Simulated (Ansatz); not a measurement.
Ansatz (a quantum-chemistry and plane-wave program) input:

Ansatz 0.2 input:
```yaml
crystal:
  lattice:
    - [3.1764757744, 0.0, 0.0]
    - [0.0, 3.1764757744, 0.0]
    - [0.0, 0.0, 3.1764757744]
  atoms:
    - { symbol: K, position: [0.0, 0.0, 0.0] }
    - { symbol: F, position: [0.5, 0.5, 0.5] }
kpoints:
  mp_grid: { grid: [9, 9, 9] }
hamiltonian:
  xc: pbesol
  pseudopotentials: { kind: paw }
scf:
  occupations: { method: fixed }
elastic: { mode: relaxed_ion, stencil: two_point, amplitude: 0.005, f_tol: 0.0005 }
```

Output (shortened):

```
Pseudopotential: K, paw, valence charge 9
Pseudopotential: F, paw, valence charge 7
Functional definition: PBEsol
Crystal: 2 atoms, lattice volume = 32.051 Å³
Basis set: ecut = 420 eV, 619 PW (Γ), exchange–correlation on 48×48×48 points (8 copies of the dense FFT grid, shifted against one another)
Bands: 12, of which v1, the nominal top of the filled ones, is band 8 counted from 1 (7 counted from 0)
Symmetry: 48 space group operations
Space group: Pm-3m (ITA 221), of the structure as read, at distance tolerance 3.2e-5 Å
k-points: 35 of 729
SCF iter   1: F=—  HF=-2318.954525 eV  |F-HF|=—  |Δ(HF+E_count)|=         —  Δρ=1.29e-2  dr2=3.69e-2  ethr=1.77e-3  ⟨swp⟩=4.3  Hψ=2298  notcnv=0  defer=38
preconditioner: auto → none
SCF iter   2: F=—  HF=-2318.944844 eV  |F-HF|=—  |Δ(HF+E_count)|=   9.68e-3  Δρ=7.08e-3  dr2=9.09e-3  ethr=2.31e-4  ⟨swp⟩=2.0  Hψ=1017  notcnv=0  defer=61
SCF iter   3: F=—  HF=-2318.942250 eV  |F-HF|=—  |Δ(HF+E_count)|=   2.59e-3  Δρ=1.08e-3  dr2=2.98e-4  ethr=5.68e-5  ⟨swp⟩=2.0  Hψ=693  notcnv=0  defer=64
SCF iter   4: F=—  HF=-2318.942235 eV  |F-HF|=—  |Δ(HF+E_count)|=   1.49e-5  Δρ=3.79e-4  dr2=1.93e-5  ethr=1.86e-6  ⟨swp⟩=2.0  Hψ=718  notcnv=0  defer=65
SCF iter   5: F=—  HF=-2318.942185 eV  |F-HF|=—  |Δ(HF+E_count)|=   5.06e-5  Δρ=1.04e-4  dr2=3.07e-6  ethr=1.20e-7  ⟨swp⟩=2.0  Hψ=722  notcnv=0  defer=18
SCF iter   6: F=—  HF=-2318.942185 eV  |F-HF|=—  |Δ(HF+E_count)|=   3.53e-9  Δρ=2.57e-5  dr2=1.90e-7  ethr=1.92e-8  ⟨swp⟩=2.4  Hψ=585  notcnv=0
SCF iter   7: F=—  HF=-2318.942186 eV  |F-HF|=—  |Δ(HF+E_count)|=   1.27e-6  Δρ=3.96e-6  dr2=4.42e-9  ethr=1.19e-9  ⟨swp⟩=2.0  Hψ=525  notcnv=0
SCF iter   8: F=—  HF=-2318.942186 eV  |F-HF|=—  |Δ(HF+E_count)|=  3.75e-10  Δρ=2.83e-7  dr2=2.30e-11  ethr=2.76e-11  ⟨swp⟩=3.0  Hψ=699  notcnv=0
SCF iter   9: F=-2318.942186 eV  HF=-2318.942186 eV  |F-HF|=0.00e0  |Δ(HF+E_count)|=  3.18e-12  Δρ=1.87e-8  dr2=8.64e-14  ethr=1.00e-12  ⟨swp⟩=3.7  Hψ=1982  notcnv=0
SCF 1 converged in 9 iterations: F = -2318.942186 eV  dr2 = 8.64e-14
Crystal: 2 atoms, lattice volume = 31.890 Å³
Symmetry: 16 space group operations
k-points: 75 of 729
iter 1 solved again at ethr=5.73e-7 eV; its pass at ethr=3.10e-3 eV (dr2=9.16e-5 eV) is discarded
SCF iter   1: F=—  HF=-2318.942027 eV  |F-HF|=—  |Δ(HF+E_count)|=         —  Δρ=5.52e-4  dr2=1.02e-4  ethr=5.73e-7  ⟨swp⟩=2.1  Hψ=5603  notcnv=0  defer=105
preconditioner: auto → none
SCF iter   2: F=—  HF=-2318.942003 eV  |F-HF|=—  |Δ(HF+E_count)|=   2.39e-5  Δρ=4.76e-4  dr2=3.40e-5  ethr=5.73e-7  ⟨swp⟩=2.0  Hψ=1520  notcnv=0  defer=130
SCF iter   3: F=—  HF=-2318.941948 eV  |F-HF|=—  |Δ(HF+E_count)|=   5.57e-5  Δρ=1.17e-4  dr2=2.54e-6  ethr=2.12e-7  ⟨swp⟩=2.0  Hψ=1284  notcnv=0  defer=11
SCF iter   4: F=—  HF=-2318.941948 eV  |F-HF|=—  |Δ(HF+E_count)|=   7.33e-7  Δρ=2.07e-5  dr2=4.90e-8  ethr=1.59e-8  ⟨swp⟩=2.1  Hψ=1472  notcnv=0  defer=3
SCF iter   5: F=—  HF=-2318.941948 eV  |F-HF|=—  |Δ(HF+E_count)|=   7.17e-7  Δρ=3.88e-6  dr2=1.85e-9  ethr=3.06e-10  ⟨swp⟩=2.6  Hψ=1403  notcnv=0  defer=3
SCF iter   6: F=—  HF=-2318.941948 eV  |F-HF|=—  |Δ(HF+E_count)|=   2.51e-9  Δρ=1.73e-7  dr2=4.86e-12  ethr=1.16e-11  ⟨swp⟩=2.3  Hψ=1436  notcnv=0  defer=3
SCF iter   7: F=-2318.941948 eV  HF=-2318.941948 eV  |F-HF|=0.00e0  |Δ(HF+E_count)|=  8.64e-12  Δρ=1.36e-8  dr2=1.90e-14  ethr=1.00e-12  ⟨swp⟩=3.1  Hψ=3672  notcnv=0
SCF 2 converged in 7 iterations: F = -2318.941948 eV  dr2 = 1.90e-14
Crystal: 2 atoms, lattice volume = 32.211 Å³
iter 1 solved again at ethr=1.02e-10 eV; its pass at ethr=3.10e-3 eV (dr2=1.63e-8 eV) is discarded
SCF iter   1: F=—  HF=-2318.941965 eV  |F-HF|=—  |Δ(HF+E_count)|=         —  Δρ=2.44e-5  dr2=1.38e-8  ethr=1.02e-10  ⟨swp⟩=3.0  Hψ=5635  notcnv=0  defer=79
preconditioner: auto → none
SCF iter   2: F=—  HF=-2318.941917 eV  |F-HF|=—  |Δ(HF+E_count)|=   4.84e-5  Δρ=1.23e-5  dr2=4.21e-9  ethr=8.61e-11  ⟨swp⟩=2.0  Hψ=1500  notcnv=0  defer=81
SCF iter   3: F=—  HF=-2318.941917 eV  |F-HF|=—  |Δ(HF+E_count)|=   3.65e-7  Δρ=5.67e-6  dr2=5.84e-9  ethr=2.63e-11  ⟨swp⟩=2.0  Hψ=1425  notcnv=0  defer=82
SCF iter   4: F=—  HF=-2318.941917 eV  |F-HF|=—  |Δ(HF+E_count)|=   6.37e-9  Δρ=1.04e-6  dr2=7.29e-11  ethr=2.63e-11  ⟨swp⟩=2.0  Hψ=1361  notcnv=0  defer=82
SCF iter   5: F=—  HF=-2318.941917 eV  |F-HF|=—  |Δ(HF+E_count)|=   1.81e-9  Δρ=2.47e-7  dr2=1.73e-12  ethr=4.55e-13 (applied; sched 1.00e-12)  ⟨swp⟩=2.2  Hψ=1239  notcnv=0  defer=82
SCF iter   6: F=-2318.941917 eV  HF=-2318.941917 eV  |F-HF|=4.55e-13  |Δ(HF+E_count)|=  1.39e-10  Δρ=2.11e-8  dr2=7.03e-14  ethr=1.00e-12  ⟨swp⟩=3.0  Hψ=3543  notcnv=0
SCF 3 converged in 6 iterations: F = -2318.941917 eV  dr2 = 7.03e-14
Crystal: 2 atoms, lattice volume = 32.050 Å³
Symmetry: 8 space group operations
k-points: 125 of 729
iter 1 solved again at ethr=7.17e-8 eV; its pass at ethr=3.10e-3 eV (dr2=1.15e-5 eV) is discarded
SCF iter   1: F=—  HF=-2318.942189 eV  |F-HF|=—  |Δ(HF+E_count)|=         —  Δρ=1.76e-4  dr2=5.49e-6  ethr=7.17e-8  ⟨swp⟩=3.2  Hψ=9701  notcnv=0  defer=217
preconditioner: auto → none
SCF iter   2: F=—  HF=-2318.942140 eV  |F-HF|=—  |Δ(HF+E_count)|=   4.86e-5  Δρ=8.38e-5  dr2=1.18e-6  ethr=3.43e-8  ⟨swp⟩=2.2  Hψ=2216  notcnv=0  defer=107
SCF iter   3: F=—  HF=-2318.942142 eV  |F-HF|=—  |Δ(HF+E_count)|=   1.88e-6  Δρ=1.27e-5  dr2=2.93e-8  ethr=7.37e-9  ⟨swp⟩=2.5  Hψ=2395  notcnv=0  defer=13
SCF iter   4: F=—  HF=-2318.942142 eV  |F-HF|=—  |Δ(HF+E_count)|=  5.77e-10  Δρ=9.19e-6  dr2=1.65e-8  ethr=1.83e-10  ⟨swp⟩=2.0  Hψ=2375  notcnv=0  defer=13
SCF iter   5: F=—  HF=-2318.942142 eV  |F-HF|=—  |Δ(HF+E_count)|=   3.52e-9  Δρ=2.12e-6  dr2=8.74e-10  ethr=1.03e-10  ⟨swp⟩=2.0  Hψ=1883  notcnv=0  defer=13
SCF iter   6: F=—  HF=-2318.942142 eV  |F-HF|=—  |Δ(HF+E_count)|=  1.67e-10  Δρ=2.28e-7  dr2=1.00e-11  ethr=5.46e-12  ⟨swp⟩=2.0  Hψ=1879  notcnv=0  defer=13
SCF iter   7: F=-2318.942142 eV  HF=-2318.942142 eV  |F-HF|=0.00e0  |Δ(HF+E_count)|=  4.55e-13  Δρ=1.95e-8  dr2=3.13e-14  ethr=1.00e-12  ⟨swp⟩=3.1  Hψ=5930  notcnv=0
SCF 4 converged in 7 iterations: F = -2318.942142 eV  dr2 = 3.13e-14
Crystal: 2 atoms, lattice volume = 32.050 Å³
iter 1 solved again at ethr=2.29e-11 eV; its pass at ethr=3.10e-3 eV (dr2=3.66e-9 eV) is discarded
SCF iter   1: F=—  HF=-2318.942190 eV  |F-HF|=—  |Δ(HF+E_count)|=         —  Δρ=1.29e-5  dr2=4.66e-9  ethr=2.29e-11  ⟨swp⟩=2.9  Hψ=9417  notcnv=0  defer=129
preconditioner: auto → none
SCF iter   2: F=—  HF=-2318.942142 eV  |F-HF|=—  |Δ(HF+E_count)|=   4.81e-5  Δρ=7.18e-6  dr2=2.55e-9  ethr=2.29e-11  ⟨swp⟩=2.4  Hψ=2653  notcnv=0  defer=129
SCF iter   3: F=—  HF=-2318.942142 eV  |F-HF|=—  |Δ(HF+E_count)|=   4.99e-8  Δρ=4.13e-6  dr2=3.60e-10  ethr=1.60e-11  ⟨swp⟩=2.0  Hψ=2375  notcnv=0  defer=129
SCF iter   4: F=—  HF=-2318.942142 eV  |F-HF|=—  |Δ(HF+E_count)|=   3.30e-8  Δρ=1.43e-6  dr2=5.13e-11  ethr=2.25e-12  ⟨swp⟩=2.2  Hψ=2181  notcnv=0  defer=129
SCF iter   5: F=—  HF=-2318.942142 eV  |F-HF|=—  |Δ(HF+E_count)|=   4.33e-9  Δρ=1.99e-7  dr2=3.51e-12  ethr=3.21e-13 (applied; sched 1.00e-12)  ⟨swp⟩=2.0  Hψ=2237  notcnv=0  defer=129
SCF iter   6: F=—  HF=-2318.942142 eV  |F-HF|=—  |Δ(HF+E_count)|=  5.37e-11  Δρ=5.84e-8  dr2=4.33e-13  ethr=2.20e-14 (applied; sched 1.00e-12)  ⟨swp⟩=2.0  Hψ=1889  notcnv=0  defer=129
SCF iter   7: F=-2318.942142 eV  HF=-2318.942142 eV  |F-HF|=0.00e0  |Δ(HF+E_count)|=  2.73e-12  Δρ=6.91e-9  dr2=8.20e-15  ethr=1.00e-12  ⟨swp⟩=4.0  Hψ=4496  notcnv=0
SCF 5 converged in 7 iterations: F = -2318.942142 eV  dr2 = 8.20e-15
SCF converged after 9 iterations
Free energy (F): -2318.942186 eV
Harris-Foulkes:  -2318.942186 eV  (|F-HF|=0.00e0)
Internal energy: -2318.942186 eV  (E = F + TS)
E sigma→0 (E₀):  -2318.942186 eV
Fermi energy:    3.158907 eV
--- Per-component energies (eV) ---
  E_band       = -103.060321
  E_kinetic    = 461.263112
  E_local      = -977.950262  (includes V_loc(G=0)·N_el)
  E_nonlocal   = 87.218386
  E_hartree    = 344.056882
  E_xc         = -213.391394
  E_vxc        = -266.789568  (∫ρ·V_xc dr)
  E_paw        = -955.229316  (= ΣΔE_a)
  E_vpaw       = -94.917783  (= ΣTr[D̂ρ^β])
  E_aug_tail   = 0.002020  (compensation charges beyond the density's cutoff)
  E_ewald      = -1065.061943
  E_core_change = 0.150328  (= ΣΔE_core)
  E_smearing   =  0.000000  (= −TS)
  E_closure    =  0.000000  (closes the sum)
  Σ components = -2318.942186   (vs F -2318.942186, Δ=0.00e0)
  [band-id]    e_kinetic+e_local+e_nonlocal+2·e_hartree+e_vxc+e_vpaw+e_augmentation_tail = -103.060331   (vs E_band -103.060321, Δ=-9.98e-6)
--- Forces (eV/Å), atoms counted from 1 ---
  atom   1  K      0.00000000     0.00000000     0.00000000
  atom   2  F      0.00000000     0.00000000     0.00000000
  max |Σ_I F_I| component: 0.0 eV/Å
--- Stress (GPa, compression-positive) ---
       -0.010361       0.000000       0.000000
        0.000000      -0.010361       0.000000
        0.000000       0.000000      -0.010361
  P = ⅓ Tr σ = -0.0104 GPa (-0.104 kbar)
--- Band table (eV; the first three rows and the last of 35) ---
  k-point 0: bands = ["-23.4859", "-15.6703", "-6.4737", "-6.4737", "-6.4737", "3.1358", "3.1358", "3.1358", "9.8257", "11.4695", "11.4695", "17.3010"]
  k-point 1: bands = ["-23.4661", "-15.6767", "-6.5770", "-6.4570", "-6.4570", "2.9491", "3.1186", "3.1186", "10.1807", "11.5731", "11.7884", "17.0906"]
  k-point 2: bands = ["-23.4152", "-15.6944", "-6.8264", "-6.4143", "-6.4143", "2.5230", "3.0735", "3.0735", "11.0696", "11.8577", "12.6430", "16.6238"]
  k-point 34: bands = ["-23.0563", "-15.4871", "-7.1709", "-7.1564", "-7.1564", "2.0136", "2.0136", "2.0694", "13.7642", "13.9334", "13.9334", "17.8327"]
--- Elastic constants: 2 strain directions × 2 members + reference (group order 48) ---
  dense FFT box of the reference and of every strained cell: 24×24×24
  strains applied: 11, 23; error gains: componentwise 1.00 (the most a stress slope's error grows in a printed constant), spectral 1.73 (1 for all six strains …
  C = ∂σ_k/∂η_j (tension-positive GPa; Voigt order 11 22 33 23 13 12):
        99.831      8.195      8.195      0.000      0.000      0.000
         8.195     99.831      8.195      0.000      0.000      0.000
         8.195      8.195     99.831      0.000      0.000      0.000
         0.000      0.000      0.000      8.648      0.000      0.000
         0.000      0.000      0.000      0.000      8.648      0.000
         0.000      0.000      0.000      0.000      0.000      8.648
  reference stress σ⁰ (GPa):      0.010      0.010      0.010      0.000      0.000      0.000
  C* (energy form; C + prestress term) asymmetry max|C*_kj − C*_jk| = 7.105e-15 GPa — a small one proves nothing (zero by symmetry where the batch's group is …
  moduli (Voigt/Reuss/Hill, GPa): K = 38.74/38.74/38.74   G = 23.52/12.80/18.16   E = 47.12   ν = 0.297
  mechanically stable: yes (min eigenvalue of sym C = 8.65 GPa)
  where every solve meets its electron count the energy-path curvature estimates C_jj along a normal strain and C_jj − ¼(σ⁰_aa + σ⁰_bb) along a shear (ab), of …
  strain η (Voigt 11):  stress-route row diagonal C_11 = 99.83 GPa, energy-path curvature d²(F+E_count+ΔE)/dδ²/Ω₀ = 100.00 GPa
         δ    σ_11 (GPa)             F (eV)   n_scf  n_hpsi   n_pw
    -5.000e-3      -0.4942       -2318.9419477       7   17300    637   relax 0 steps, max|allowed force component| 0.0 eV/Å
     5.000e-3       0.5041       -2318.9419171       6   15623    651   relax 0 steps, max|allowed force component| 0.0 eV/Å
  strain η (Voigt 23):  stress-route row diagonal C_44 = 8.65 GPa, energy-path curvature d²(F+E_count+ΔE)/dδ²/Ω₀ = 8.67 GPa
         δ    σ_23 (GPa)             F (eV)   n_scf  n_hpsi   n_pw
    -5.000e-3      -0.0432       -2318.9421418       7   27893    643   relax 0 steps, max|allowed force component| 0.0 eV/Å
     5.000e-3       0.0432       -2318.9421418       7   26770    643   relax 0 steps, max|allowed force component| 0.0 eV/Å
```

Cost: about 10 core-seconds (a rough figure) on shared cores.

The workflow started from a Materials Project entry (that database holds measured and hypothetical structures alike); the Crystallography Open Database copy checked does not list it. It is not the phase usual at ambient conditions (space group No. 225). The cell was relaxed with PBEsol under the symmetry of its start; whether a distortion lowers the energy is not shown.

Potentials: the later of the program's two PAW sets.

Ansatz is a plane-wave DFT program.
